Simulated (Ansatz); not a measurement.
Relaxed-ion elastic tensor of TaRh₃ (Cu3Au type, Pm-3m) in GPa (Voigt order), DFT-LDA in the program Ansatz with PAW potentials; density 14.59 g/cm³, 13.93 Å³ per atom.

```tsv
	1	2	3	4	5	6
1	487	223	223	0.0	0.0	0.0
2	223	487	223	0.0	0.0	0.0
3	223	223	487	0.0	0.0	0.0
4	0.0	0.0	0.0	218	0.0	0.0
5	0.0	0.0	0.0	0.0	218	0.0
6	0.0	0.0	0.0	0.0	0.0	218
```

Is the crystal mechanically stable?

Yes: the smallest eigenvalue of C is 218 GPa.

Work out the Voigt, Reuss and Hill averages.

K_V = 311, K_R = 311, K_H = 311; G_V = 184, G_R = 173, G_H = 178 GPa.

Give Young's modulus, Poisson's ratio, Pugh's ratio and the universal anisotropy index.

E = 9KG/(3K + G) = 449 GPa; ν = 0.26; K/G = 1.74 (near the Pugh limit of 1.75, no verdict); A_U = 5G_V/G_R + K_V/K_R − 6 = 0.31.

Estimate the sound speeds and the Debye temperature.

v_l = √((K + 4G/3)/ρ) = 6130 m/s, v_t = √(G/ρ) = 3500 m/s, mean 3890 m/s; Θ = (h/k)(3n/4πV)^(1/3) v_m = 481 K.

Give the Zener ratio and Young's modulus along [100], [110] and [111].

A = 2C44/(C11 − C12) = 1.66; 1/E = S11 − 2(S11 − S12 − S44/2)Γ with Γ = 0, 1/4, 1/3 gives 346, 469, 531 GPa.

The first step of the workflow began from a Materials Project structure, measured or hypothetical; the Crystallography Open Database files this formula in space group No. 221, but the cells were not matched. Its standing as an ambient phase is unchecked. The cell was relaxed with LDA under the symmetry of its start; of distortions, only those at the zone centre were tested. The run is not spin-polarised. As this level gives no gap, shear constants depend on the k-mesh and smearing (Fermi–Dirac, 0.1 eV here). Scalar-relativistic: spin–orbit coupling is off unless named, which matters more the heavier the elements.

Potentials: the later of the program's two PAW sets.
